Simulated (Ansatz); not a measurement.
**SnTePbSe, first-principles data**

SnTePbSe:
```
CELL_PARAMETERS angstrom
      2.16975     1.25270     7.07786
     -2.16975     1.25270     7.07786
      0.00000    -2.50541     7.07786
ATOMIC_POSITIONS crystal
  Sn 0.49378 0.49378 0.49378
  Te 0.24764 0.24764 0.24764
  Pb 0.00523 0.00523 0.00523
  Se 0.75334 0.75334 0.75334
```

Space group R3m (No. 160); conventional cell a = b = 4.339 Å, c = 21.234 Å, α = β = 90.00°, γ = 120.00°.

Method: LDA in the plane-wave PAW code Ansatz. The cell and atoms are relaxed at this level. Other levels are named where they apply.

**Cell and energy**

```
Property                                                      Result
-----------------------------------------------------  -------------
Volume per atom                                             28.86 Å³
Density                                                   7.66 g/cm³
Formation energy from the elements (no fitted shifts)  -0.39 eV/atom
```

**Electronic structure**

```
Quantity                                                                                                        Value
-----------------------  --------------------------------------------------------------------------------------------
Band gap                                                                        0.10 eV (smallest direct gap 0.11 eV)
Valence-band maximum     off the standard path, at k = (-0.008, 0.484, -0.497) in fractions of the reciprocal vectors
Conduction-band minimum   off the standard path, at k = (-0.046, 0.466, 0.467) in fractions of the reciprocal vectors
Electron effective mass                                                       0.029, 0.078, 1.3 mₑ (principal values)
Hole effective mass                                                           0.055, 0.069, 2.2 mₑ (principal values)
```

**Mechanics**

```
Property                              Result
----------------------------------  --------
Bulk modulus (Birch–Murnaghan fit)  53.5 GPa
Pressure derivative B′                   4.5
```

**Phonons**

```
Property                                                             Value
--------------------------------------------------  ----------------------
Highest zone-centre frequency (without LO–TO term)                3.76 THz
Zone-centre stability                               no imaginary mode at Γ
```

The workflow started from a Materials Project entry (that database holds measured and hypothetical structures alike); the Crystallography Open Database copy checked does not list it. With Sn and Pb taken as one species the cell has the higher symmetry R-3m, so it may be an ordered model of a mixed-site phase. Whether it is the stable phase at ambient conditions was not checked. Symmetry was held in the LDA relaxation. The references are the lowest solids computed at this level, not always the standard phases. Scalar-relativistic: spin–orbit coupling is off unless named, which matters more the heavier the elements.

Potentials: the later of the program's two PAW sets.
